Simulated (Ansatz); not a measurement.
BaF$_{2}$:
```cif
data_BaF2
_chemical_formula_sum 'Ba1 F2'
_space_group_name_H-M_alt 'P 1'
_space_group_IT_number 1
_cell_length_a 4.34007
_cell_length_b 4.34007
_cell_length_c 4.34007
_cell_angle_alpha 60.000
_cell_angle_beta 60.000
_cell_angle_gamma 60.000
loop_
_space_group_symop_operation_xyz
  'x, y, z'
loop_
_atom_site_label
_atom_site_type_symbol
_atom_site_fract_x
_atom_site_fract_y
_atom_site_fract_z
_atom_site_occupancy
Ba1 Ba 0.00000 0.00000 0.00000 1
F1 F 0.25000 0.25000 0.25000 1
F2 F 0.75000 0.75000 0.75000 1
```

Relaxed with PBEsol. PBEsol in the plane-wave PAW code Ansatz gives a gap of 6.83 eV.

Q: What gap does HSE06 give on the same cell (Ansatz, PAW)?

A: 8.89 eV, 2.06 eV more. The hybrid was solved on a coarser mesh and at special points; its gap is the smallest among all of these.

| k | v1 PBEsol | c1 PBEsol | v1 HSE06 | c1 HSE06 |
|---|---|---|---|---|
| Γ | -0.12 | 6.83 | -0.13 | 8.89 |
| X | -0.21 | 7.29 | ___ | ___ |
| L | -0.18 | 9.26 | ___ | ___ |
| W | -0.26 | 7.55 | ___ | ___ |
| K | -0.20 | 7.55 | ___ | ___ |

Q: Top valence (v1) and lowest conduction level (c1) in eV from each method's valence maximum (which need not be a listed point): supply the withheld HSE06 values.

A: 
- X, v1 HSE06: -0.25
- X, c1 HSE06: 9.28
- K, v1 HSE06: -0.22
- K, c1 HSE06: 9.56
- W, v1 HSE06: -0.30
- W, c1 HSE06: 9.56
- L, v1 HSE06: -0.18
- L, c1 HSE06: 11.47

Cost on shared cores: the PBEsol run (SCF on a 8×8×8 mesh, then bands and DOS) about 9 core-seconds (a rough figure), the HSE06 run (SCF on 6×6×6, then a few points) very roughly 90 core-seconds; the tasks are unlike.

Space group Fm-3m (fluorite). The PBEsol relaxation kept the symmetry of its start. Scalar-relativistic: spin–orbit coupling is off unless named, which matters more the heavier the elements.

Potentials: the later of the program's two PAW sets.
